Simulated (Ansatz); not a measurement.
A relaxed cell of TiAl₄Ni₃ is given with its symmetry left out. The cell was found from a structure generator's guess, not taken from experiment.

The calculation used DFT PBE, scalar-relativistic, plane waves, PAW in Ansatz. Cutoff 420 eV, Γ-centred mesh, Gaussian smearing, no spin polarisation.

```xyz
8
Lattice="2.8799 0.0000 0.0000 0.0000 2.8799 0.0000 0.0000 0.0000 12.6676" Properties=species:S:1:pos:R:3 pbc="T T T"
Ti    1.4399    1.4399    0.0000
Al    0.0000    0.0000   10.6952
Al    0.0000    0.0000    1.9724
Al    0.0000    0.0000    4.8817
Al    0.0000    0.0000    7.7859
Ni    1.4399    1.4399    3.4326
Ni    1.4399    1.4399    6.3338
Ni    1.4399    1.4399    9.2349
```

Energies over the elements count from the elements' standard structures at the same level, with no fitted energy shifts.

Question: Find its symmetry and describe it.

Answer: P4/mmm (No. 123). Conventional cell: a = 2.880 Å, c = 12.668 Å. Ti has 8 Al at 2.83 Å and 4 Ti at 2.88 Å; Al on its first site is surrounded by 4 Ni at 2.51 Å, 4 Ti at 2.83 Å and 5 Al at 2.88–2.91 Å; around Al on its second site lie 8 Ni at 2.50 Å and 6 Al at 2.88–2.91 Å; Ni on a site of symmetry 4mm is surrounded by 8 Al at 2.50–2.51 Å and 5 Ni at 2.88–2.90 Å; 1 more site not described.

Question: What is its formation energy per atom?

Answer: −0.59 eV/atom. Whether it is stable depends on the other phases of the system, which aren't compared here.

Question: Is it a metal?

Answer: Yes, bands cross the Fermi level on the 14×14×4 mesh.

The last run used a 14×14×4 mesh (in the run's order of axes) for its 8-atom cell and Gaussian smearing of 0.10 eV. Trial moments died out on the coarse mesh, so the last step has no spin; another magnetic start might hold. A later test with randomly moved atoms came back to the same energy, though modes that don't fit the test's cell weren't probed.
